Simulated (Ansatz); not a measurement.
Crystals of one structure type (diamond) and one family of elements, relaxed and computed with the program Ansatz at the PBE level (PAW).

```tsv
crystal	V (Å³/atom)	B₀ by P(V) fit (GPa)
Os	21.43	205
Ir	21.58	184
Re	22.57	?
Ta	28.41	70.3
Au	29.28	53.0
Hf	34.95	29.7
```

Q: Fit a straight line to ln B₀ against ln V and predict the withheld value.

A: Least squares on the 5 shown rows: ln B₀ = -3.90 × ln V + (17.233), with a scatter of 6 %. For Re this gives 160. The run itself gave 178, outside the scatter: the line misses something about this case.

Typed or built starts, not in the databases checked: Os, diamond; Ir, diamond; Re, diamond; Ta, diamond; Au, diamond; Hf, diamond. Not the usual ambient phase: Os, diamond; Ir, diamond; Re, diamond; Ta, diamond; Au, diamond; Hf, diamond. All cells were relaxed under the symmetry of their starts (and spin orders); stability against distortions was not tested throughout. Rows with no word on spin ran without spin polarisation. Scalar-relativistic: spin–orbit coupling is off unless named, which matters more the heavier the elements.

Potentials: the later of the program's two PAW sets.
